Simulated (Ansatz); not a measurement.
Clean, relaxed (100) surface of Ca, space group Im-3m (No. 229) (top face towards +c; atoms held fixed, by place in the list: 1, 2):

```
Ca
1.0
     4.32301    0.00000    0.00000
     0.00000    4.32301    0.00000
     0.00000    0.00000   23.48452
Ca
4
Direct
  0.50000 0.50000 0.36194
  0.00000 0.00000 0.45398
  0.50000 0.50000 0.54269
  0.00000 0.00000 0.63687
```

Computed with Ansatz, DFT PBEsol, scalar-relativistic, plane waves, PAW. Plane waves to 420 eV, a k mesh through Γ of 7×7×1 on the computed 4-atom cell and Gaussian smearing (0.10 eV); no spin polarisation. The cell repeats along c with a dipole correction in the vacuum.

F (atom) is adsorbed on the top face, one adsorbate per 18.7 Å², and relaxed from 2 starting sites (fractions of a and b). The adsorption energy is E(slab + adsorbate) − E(slab) − E(free adsorbate, spin-polarised where open-shell). Heights count from the highest slab atom after relaxation. Δφ is the top face's. Δp counts per cell along +c. Bonded neighbours lie within 1.25 times the sum of covalent radii (1.35 for H) and, on that scale, within 12 % of the closest. With the adsorbate the cell is lengthened along c to keep the vacuum.

```tsv
start	ends at	E_ads (eV)	height (Å)	shortest contact	Δφ (eV)	Δp (e·Å)
top (Ca) at (0.00, 0.00)	(0.00, 0.00), 1 bonded neighbour (Ca)	-5.66	1.89	F–Ca 1.89 Å	+4.51	-0.470
bridge (Ca-Ca) at (0.00, 0.50)	(0.00, 0.50), 2 bonded neighbours (Ca)	-6.88	0.37	F–Ca 2.19 Å	-0.46	+0.049
```

Among the sites tried, the lowest end comes from the bridge (Ca-Ca) at (0.00, 0.50) start; other sites may lie lower.

Each end is the local minimum or symmetric point that its start leads to. This isn't the usual crystal structure of Ca. The slab is only 6.5 Å thick, so the energies aren't converged with thickness.

Spin polarisation was left out, and a magnetic state may lie lower.